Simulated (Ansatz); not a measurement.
SiC:
```
CELL_PARAMETERS angstrom
      3.07531     0.00000     0.00000
     -1.53765     2.66329     0.00000
      0.00000     0.00000     5.04816
ATOMIC_POSITIONS crystal
  Si 0.66667 0.33333 0.00050
  Si 0.33333 0.66667 0.50050
  C  0.66667 0.33333 0.62470
  C  0.33333 0.66667 0.12470
```

Relaxed with r²SCAN. r²SCAN in the plane-wave PAW code Ansatz gives a gap of 2.65 eV.

Question: What gap does HSE06 give on the same cell (Ansatz, PAW)?

Answer: 3.16 eV, 0.51 eV more. The hybrid was solved on a coarser mesh and at special points; its gap is the smallest among all of these.

| k | v1 r²SCAN | c1 r²SCAN | v1 HSE06 | c1 HSE06 |
|---|---|---|---|---|
| Γ | 0.00 | 5.37 | (withheld) | (withheld) |
| A | -0.75 | 6.49 | -0.79 | 7.12 |
| K | -3.98 | 2.65 | -4.19 | 3.16 |
| H | -1.82 | 5.58 | (withheld) | (withheld) |
| M | -1.25 | 3.22 | (withheld) | (withheld) |
| L | -2.44 | 3.71 | (withheld) | (withheld) |

Question: Top valence (v1) and lowest conduction level (c1) in eV from each method's valence maximum (which need not be a listed point): supply the withheld HSE06 values.

Answer: 
- H, v1 HSE06: -1.90
- H, c1 HSE06: 6.20
- L, v1 HSE06: -2.55
- L, c1 HSE06: 4.27
- M, v1 HSE06: -1.32
- M, c1 HSE06: 3.74
- Γ, v1 HSE06: 0.00
- Γ, c1 HSE06: 5.97

Cost on shared cores: the r²SCAN run (SCF on a 10×10×6 mesh, then bands and DOS) about 40 core-seconds (a rough figure), the HSE06 run (SCF on 8×8×4, then a few points) around 2.7 core-minutes (rough); the tasks are unlike.

Space group P6_3mc (wurtzite). The cell was relaxed with r²SCAN under the symmetry of its start; phonons on a q-mesh show no instability.

Potentials: the later of the program's two PAW sets.
